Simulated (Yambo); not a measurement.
A G0W0@PBEsol run in Yambo for BeS (zinc blende, space group F-43m, No. 216) (6×6×6 Γ-centred k mesh, bands 2 to 62 and a 10 Ry block in the screening, 62 bands in G with the Bruneval-Gonze terminator, plasmon pole fitted at 27.2 eV) gives these matrix elements, in eV, at the band edges (Γ → X):

```csv
state,E0,<Vxc>,<Σx>,<Σc(E0)>,Z
valence edge,0.000,-13.604,-16.550,1.449,0.797
conduction edge,2.916,-9.542,-5.246,-3.750,0.827
```

Problem. Solve the linearised quasiparticle equation for both states, give the gap, and say how exchange and correlation each act on it.

Solution. E = E0 + Z(Σx + Σc − Vxc). Valence: 0.000 + 0.797 × (-16.550 + (1.449) − (-13.604)) = -1.19 eV. Conduction: 2.916 + 0.827 × (-5.246 + (-3.750) − (-9.542)) = 3.37 eV. The gap is 4.56 eV, against 2.92 eV in PBEsol. Replacing Vxc by bare exchange alone would open it by 7.24 eV; correlation takes back 5.20 eV of that, and Z scales what is left. Nearest settings tried, and what they do to the gap: 45 bands in W, 45 bands in G: -15 meV; 8 Ry block (89 vectors against 137): -59 meV; 8×8×8 mesh: -12 meV. So the settings aren't converged at that level. 

Geometry relaxed with PBEsol; primitive cell a = 3.4223 Å, b = 3.4223 Å, c = 3.4223 Å, α = 60.00°, β = 60.00°, γ = 60.00°.
